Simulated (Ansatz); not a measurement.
# Structure optimisation: vanadium, beta-Sn type

Level of theory: DFT, PBEsol, plane waves (420 eV) with PAW, scalar-relativistic (Ansatz). The PAW files were generated under PBE, with cores re-solved for the functional.

k-point mesh 14×14×9, Fermi-Dirac smearing 0.1 eV, no spin polarisation. Cell and atoms relax.

Starting structure:

```cif
data_structure
_symmetry_space_group_name_H-M 'P 1'
_symmetry_Int_Tables_number 1
_cell_length_a 3.5913
_cell_length_b 3.5913
_cell_length_c 3.5913
_cell_angle_alpha 97.454
_cell_angle_beta 97.454
_cell_angle_gamma 137.779
_cell_volume 29.04
loop_
_atom_site_label
_atom_site_type_symbol
_atom_site_fract_x
_atom_site_fract_y
_atom_site_fract_z
_atom_site_occupancy
V1 V 0.00000 0.00000 0.00000 1
V2 V 0.75000 0.25000 0.50000 1
```

Q: What cell does the relaxation end in?

A: Fddd with a = 2.405 Å, b = 4.943 Å, c = 8.834 Å; 13.13 Å³ per atom against 14.52 at the start (-9.6 %).

The cell has left the beta-Sn structure type; it ends in Fddd.

Q: How much energy does the relaxation gain?

A: 421.6 meV per atom.

The k-point mesh keeps fewer symmetry operations than the starting structure has, so the cell can leave it.
